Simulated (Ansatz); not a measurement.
# ScGeO$_{3}$: computed property card

ScGeO3:
Space group P4mm (No. 99); a = b = 3.598 Å, c = 4.968 Å, α = β = γ = 90.00°

```tsv
atom	site	symmetry	x	y	z
Sc	1b	4mm	0.5000	0.5000	0.6157
Ge	1a	4mm	0.0000	0.0000	0.2232
O	2c	2mm.	0.0000	0.5000	0.4249
O	1b	4mm	0.5000	0.5000	0.0017
```

Space group P4mm (No. 99); conventional cell a = b = 3.5978 Å, c = 4.9679 Å, α = β = γ = 90.00°.

Method: PBEsol in the plane-wave PAW code Ansatz. Geometry: relaxed at this level of theory. Other levels are named where they apply.

### Cell and energy

Volume per atom: 12.86 Å³
Density: 4.28 g/cm³
Formation energy from the elements (no fitted shifts): -1.95 eV/atom

### Electronic structure

* **Electronic character**: metallic (no gap)
* **Density of states at the Fermi level**: 0.31 states/eV per atom (mean over ±0.08 eV)
* **Gap with spin–orbit coupling**: none (metallic)

### Mechanics

- Bulk modulus (Birch–Murnaghan fit): 88.4 GPa
- Pressure derivative B′: 5.3

### Phonons

- Highest zone-centre frequency = 654 cm^-1
- Zone-centre stability = unstable, softest mode 179i cm⁻¹

The start of the workflow was typed in or built on a structure type; neither database checked (COD, Materials Project) lists it. Whether it is the stable phase at ambient conditions was not checked. The cell was relaxed with PBEsol under the symmetry of its start. No spin polarisation was allowed. With an odd number of electrons in the cell and no spin polarisation, the count alone makes it a metal. As this level gives no gap, phonon frequencies hold no LO–TO term and depend on the k-mesh and smearing (Fermi–Dirac, 0.1 eV here). The references are the lowest solids computed at this level, not always the standard phases (solids in place of the gases). Spin–orbit coupling is left out wherever it is not named.

Potentials: the earlier of the program's two PAW sets. The files were generated under PBE; for other functionals the program regenerates the frozen cores, and for LDA and PBEsol the local potential too.
